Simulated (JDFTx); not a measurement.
Mo(110) slab cut from bulk Mo (space group Im-3m, indices of the conventional cell, lattice of the Materials Project entry mp-129, not re-optimised): 6 atoms in 6 planes, a 1x1 cell of 7.09 Å² (|a| = 2.743, |b| = 2.743 Å), 11.0 Å between the outermost planes, cell height 27.2 Å, 8×8×1 k mesh, Fermi smearing 0.01 Ha, no spin polarisation.

Computed with JDFTx (a modified build): PBE, GBRV ultrasoft potentials, plane waves to 20/100 Ha. Liquid: linear PCM (GLSSA13), water, 1 M NaCl. The neutral cell holds 84 valence electrons and has two faces of 7.095 Å² each. Last filling lines of the neutral and of a charged run (μ in hartree, zero in the bulk liquid):

```
FillingsUpdate:  mu: -0.155092393  nElectrons: 84.000000
FillingsUpdate:  mu: -0.144792000  nElectrons: 84.050281
```

Worked example: both potentials, by the convention U = −μ/e − 4.44 V vs SHE, the surface charge density and the mean capacitance.

U_pzc = 0.15509 × 27.2114 − 4.44 = -0.22 V; U = 0.14479 × 27.2114 − 4.44 = -0.50 V. The cell has 0.0503 excess electrons, a net charge of -0.0503 e, shared by two faces: σ = -0.0503 e / (2 × 7.095 Å²) = -0.00354 e/Å² = -5.7 μC/cm² (1 e/Å² = 1602.18 μC/cm²). C = σ/(U − U_pzc) = -5.7/-0.28 ≈ 20 μF/cm².
